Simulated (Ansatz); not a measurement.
The relaxed structure here is a generated cell of BeS: the first start was made by placing the elements on the sites of a structure type, and the end was not matched to a known phase here, so it may be hypothetical.

One stationary structure of BeS. Space group P6₃mc (No. 186), AFLOW prototype AB_hP12_186_a2b_a2b (B6, as in SiC). Calculation: r2SCAN (plane waves to 500 eV, PAW, scalar-relativistic; Ansatz, a program for electronic structure).

```cif
data_Be6S6
_chemical_formula_sum 'Be6 S6'
_space_group_name_H-M_alt 'P 1'
_space_group_IT_number 1
_cell_length_a 3.43956
_cell_length_b 3.43956
_cell_length_c 16.90346
_cell_angle_alpha 90.000
_cell_angle_beta 90.000
_cell_angle_gamma 120.000
loop_
_space_group_symop_operation_xyz
  'x, y, z'
loop_
_atom_site_label
_atom_site_type_symbol
_atom_site_fract_x
_atom_site_fract_y
_atom_site_fract_z
_atom_site_occupancy
Be1 Be 0.00000 0.00000 0.99987 1
Be2 Be 0.00000 0.00000 0.49987 1
Be3 Be 0.66667 0.33333 0.83278 1
Be4 Be 0.33333 0.66667 0.33278 1
Be5 Be 0.66667 0.33333 0.16653 1
Be6 Be 0.33333 0.66667 0.66653 1
S1 S 0.00000 0.00000 0.87455 1
S2 S 0.00000 0.00000 0.37455 1
S3 S 0.66667 0.33333 0.70814 1
S4 S 0.33333 0.66667 0.20814 1
S5 S 0.66667 0.33333 0.04182 1
S6 S 0.33333 0.66667 0.54182 1
```

* **Volume per atom**: 14.43 Å³
* **Band gap**: 3.98 eV, indirect (valence top at Γ, conduction bottom at M) (no spin-orbit coupling)
* **Smallest direct gap**: 5.05 eV at M
* **Shortest distances**: Be–S 2.11 Å; Be–Be 3.44 Å; S–S 3.44 Å
* **k-mesh**: 9×9×2

Band energies at high-symmetry points (eV from the VBM; labels of this space group; no spin-orbit coupling), from −5 eV up to 6.0 eV:

```json
[
 {"point": "Γ", "energies": "-4.68 -4.66 -1.95 -1.94 -1.08 -1.08 -0.88 -0.88 -0.84 -0.84 -0.35 -0.35 -0.30 -0.30 -0.05 0.00 0.00 5.89 5.91"},
 {"point": "M", "energies": "-4.81 -4.74 -3.40 -3.33 -2.70 -2.54 -2.38 -2.36 -2.31 -1.83 -1.58 -1.58 -1.38 -1.07 3.98 4.17 4.81 5.29 5.69 5.78 6.00"},
 {"point": "K", "energies": "-4.98 -4.98 -4.98 -4.69 -4.56 -4.56 -4.38 -4.38 -4.19 -3.54 -3.42 -3.42 -2.57 -2.57 -2.42 -1.92 -1.82 -1.82 5.06 5.06 5.29"},
 {"point": "A", "energies": "-3.39 -3.39 -1.03 -1.03 -1.03 -1.03 -0.64 -0.64 -0.61 -0.61 -0.61 -0.61 -0.09 -0.09 -0.09 -0.09 5.90 5.90"},
 {"point": "L", "energies": "-4.90 -4.90 -3.20 -3.20 -2.65 -2.65 -2.61 -2.61 -2.00 -2.00 -1.50 -1.50 -1.22 -1.22 4.04 4.04 4.95 4.95 5.70 5.70"},
 {"point": "H", "energies": "-4.92 -4.92 -4.87 -4.87 -4.76 -4.76 -4.14 -4.14 -3.86 -3.86 -3.60 -3.60 -2.41 -2.41 -2.14 -2.14 -1.90 -1.90 5.21 5.21 5.76 5.76"}
]
```

No spin polarisation in the result.

The run could not lose the symmetry of its start: the end is stationary, and may be a saddle point rather than a minimum.
